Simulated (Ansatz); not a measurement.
InAs (zinc blende)

```
InAs
1.0
    0.00000     6.10911     6.10911
    3.05455     0.00000     3.05455
    3.05455     3.05455     0.00000
As In
2 2
Cartesian
  4.58183   4.58183   4.58183
  4.58183   7.63639   7.63639
  0.00000   0.00000   0.00000
  3.05455   6.10911   3.05455
```

In this cell atom 3 (In, nearest neighbour As at 2.645 Å; its periodic images, 4.3 Å or more away, move with it) is moved by s along Cartesian z, unit vector (0.000, 0.000, 1.000); all other atoms and the cell stay fixed.

All values below come from r2SCAN (plane waves to 500 eV, PAW, scalar-relativistic; Ansatz, a first-principles code). k mesh 4×8×8 (Γ-centred), Fermi-Dirac smearing 0.05 eV. The energy includes the smearing's −TS. As the smearing reaches across the gap at some points, energies and forces of such displacements shift with the k mesh and the smearing. InAs was relaxed with its symmetry unable to fall. ΔE is measured from the undisplaced structure. The last digit holds for this mesh only.

```tsv
s (Å)	ΔE (meV/cell)
-0.790	2046.9
-0.632	1397.7
-0.474	825.6
-0.316	379.6
-0.158	withheld
0.000	0.0
0.158	96.2
0.316	376.8
0.474	818.6
0.632	1383.0
0.790	2020.6
```

Problem. Fit a polynomial form (powers 2, 3, 4) to the given rows and predict ΔE at s = -0.158.

Solution. Least squares on the 10 given rows: ΔE = (3882)·s² + (-27.43)·s³ + (-998.8)·s⁴, in meV/cell with s in Å; root-mean-square residual 0.64 meV/cell. At -0.158 the fit gives 96.4 meV/cell; the calculation gives 96.7 meV/cell, so the interpolation is off by -0.3 (-0.3 %). The quadratic term alone would give 96.9 meV/cell.

(For displaced atoms, the force is minus the slope of the energy, and its curvature is a force constant, which sets phonon frequencies.)
